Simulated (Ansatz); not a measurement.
MgO:
```yaml
crystal:
  lattice:
    - [0.00000, 2.10710, 2.10710]
    - [2.10710, 0.00000, 2.10710]
    - [2.10710, 2.10710, 0.00000]
  atoms:
    - { symbol: Mg, position: [0.50000, 0.50000, 0.50000] }
    - { symbol: O, position: [0.00000, 0.00000, 0.00000] }
```

Cartesian axes are those of the cell as given.

Question: Give the high-frequency dielectric tensor and the Born effective charge tensors of the independent atoms from DFPT, PBEsol in the plane-wave PAW code Ansatz.

Answer: 
ε∞:
```
3.25  0.00  0.00
0.00  3.25  0.00
0.00  0.00  3.25
```
Z* of atom 1 (Mg), rows: field, columns: displacement, in e:
```
1.98  0.00  0.00
0.00  1.98  0.00
0.00  0.00  1.98
```
Z* of atom 2 (O), rows: field, columns: displacement, in e:
```
-1.98   0.00   0.00
 0.00  -1.98   0.00
 0.00   0.00  -1.98
```

Space group Fm-3m (rock salt). The cell was relaxed with PBEsol under the symmetry of its start.

Potentials: the later of the program's two PAW sets.
